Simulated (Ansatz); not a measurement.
Pb (fcc, Cu type)

```
CELL_PARAMETERS angstrom
      0.00000     2.51706     2.51706
      2.51706     0.00000     2.51706
      2.51706     2.51706     0.00000
ATOMIC_POSITIONS crystal
  Pb 0.00000 0.00000 0.00000
```

The slice is a {110} plane (indices of the conventional cell) through the point (0.000, 0.000, 0.000) (fractional), spanned by u = [100] and v = [1 -1 -1] in vectors of this cell: u (3.56 Å) and v (5.03 Å, at 90° to u). It covers one period; positions are fractions (u, v).

Computed with PBE (plane waves to 420 eV, PAW, scalar-relativistic; Ansatz, a program for electronic structure). k mesh 16×16×16. Inside the PAW spheres the values are not all-electron values, and peaks at nuclei hang on which shells count as valence. Pb was relaxed with its symmetry unable to fall. Spin-orbit coupling is left out, though Pb is heavy. The PAW data are Ansatz's earlier set. The relaxed volume of Pb is well above the measured one; the method has no dispersion term.

### Question
What is the ELF at the midpoint of the shortest Pb–Pb line in this plane (3.56 Å)?

### Answer
0.20.

### Question
What is the valence density on the shortest Pb–Pb line in this plane (3.56 Å), at its midpoint?

### Answer
0.11 e/Å³.

### Question
Sketch the valence electron density on this plane as a map.

### Answer
```
|@@@@%%**==--::..::--==**%%@@|
|%%%%##**==::......::==**##%%|
|##****==--::......::--==****|
|++====--::..........::--====|
|----::::..............::::--|
|::..........................|
|............................|
|        ..............      |
|        ..............      |
|        ..............      |
|        ..............      |
|        ..............      |
|............................|
|::..........................|
|----::::..............::::--|
|++====--::..........::--====|
|##****==--::......::--==****|
|%%%%##**==::......::==**##%%|
|@@@@%%**==--::..::--==**%%@@|
|@@@@%%##++--::..::--++##%%@@|
```
Scale: ten equal steps from -1.38 (start of ' ') to 0.92 (end of '@'), in the order ' .:-=+*#%@'. Values: log₁₀ of the valence density in e/Å³. The map has 14 points along u (two characters each, u = 0 at the left) and 20 along v (v = 0 in the bottom row). The scale is logarithmic, as a density can span decades between atoms and voids.
